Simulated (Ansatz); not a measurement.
LaAs, DFT, PBEsol, all-electron LAPW, scalar-relativistic (Ansatz 0.2.0), run on 1 thread of Arm Neoverse V2 on a shared host.

The cell is COD entry 9008656, as deposited and not checked against the literature; nothing was relaxed. The listed cell was then made from it by scaling, straining or moving an atom.

Command: `ansatz run input.yaml --threads 1 --pin off --max-ram 3072MiB --backend cpu --events-out ev --progress --plain --runs-dir out`

```yaml
crystal:
  lattice:
    - [0.0, 3.0625, 3.00125]
    - [3.0625, 0.0, 3.00125]
    - [3.0625, 3.0625, 0.0]
  atoms:
    - { symbol: La, position: [0.0, 0.0, 0.0] }
    - { symbol: As, position: [0.5, 0.5, 0.5] }
kpoints:
  mp_grid: { grid: [12, 12, 12] }
  band_path:
    path:
      - [0.0, 0.0, 0.0]
      - [0.0, 0.5, 0.5]
      - [0.25, 0.75, 0.5]
      - [0.0, 0.5, 0.0]
      - [0.0, 0.0, 0.0]
      - [0.5, 0.5, 0.0]
      - [0.3801541025, 0.6198458975, 0.0]
      - [-0.3801541025, 0.3801541025, 0.0]
      - [0.0, 0.0, 0.0]
    npoints: 5
scf:
  occupations: { method: fermi_dirac, width: 0.05 }
hamiltonian:
  xc: pbesol
  pseudopotentials: { kind: all_electron, lapw: { basis_error: 0.001 } }
output:
  forces: true
  stress: true
  eigenvalues: true
```

Problem. How large is the problem that the program sets up?

Solution. 163 irreducible k-points, 323 plane waves at Γ, 32 bands.

Problem. Estimate the wall time and the peak memory.

Solution. 48 s of wall time for 10 SCF iterations, with a peak of 0.58 GiB. Times on shared machines scatter by tens of per cent.
